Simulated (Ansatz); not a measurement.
HfO2:
```
CELL_PARAMETERS angstrom
      3.22967     0.00000     0.00000
     -1.61483     2.79697     0.00000
      0.00000     0.00000     4.67779
ATOMIC_POSITIONS crystal
  Hf 0.00000 0.00000 0.00000
  O  0.33333 0.66667 0.20502
  O  0.66667 0.33333 0.79498
```

Relaxed with r²SCAN+D4. r²SCAN+D4 (plane waves, PAW; program Ansatz) gives a gap of 5.05 eV.

Q: What gap does HSE06 give on the same cell (Ansatz, PAW)?

A: 6.23 eV, 1.18 eV more. The hybrid was solved on a coarser mesh and at special points; its gap is the smallest among all of these.

```tsv
k	v1 r²SCAN+D4	c1 r²SCAN+D4	v1 HSE06	c1 HSE06
Γ	-0.12	5.66	(withheld)	(withheld)
A	-0.38	5.58	(withheld)	(withheld)
K	-0.65	5.05	-0.69	6.23
H	-0.97	5.90	(withheld)	(withheld)
M	-0.86	5.09	-0.90	6.23
L	-0.23	5.53	(withheld)	(withheld)
```

Q: Top valence (v1) and lowest conduction level (c1) in eV from each method's valence maximum (which need not be a listed point): supply the withheld HSE06 values.

A: 
- H, v1 HSE06: -1.02
- H, c1 HSE06: 7.16
- A, v1 HSE06: -0.40
- A, c1 HSE06: 6.77
- L, v1 HSE06: -0.25
- L, c1 HSE06: 6.69
- Γ, v1 HSE06: -0.14
- Γ, c1 HSE06: 6.83

Cost on shared cores: the r²SCAN+D4 run (SCF on a 10×10×6 mesh, then bands and DOS) roughly 70 core-seconds, the HSE06 run (SCF on 7×7×5, then a few points) roughly 5 core-minutes; the tasks are unlike.

Space group P-3m1 (CdI2 type). A made-up cell: these elements were put on the sites of a structure type; neither database checked (COD, Materials Project) lists it. It is not the phase usual at ambient conditions (space group No. 14, 29). The cell was relaxed with r²SCAN+D4 under the symmetry of its start; its stability against distortions is not shown here. The run is not spin-polarised. Spin–orbit coupling is left out wherever it is not named.

Potentials: the earlier of the program's two PAW sets.
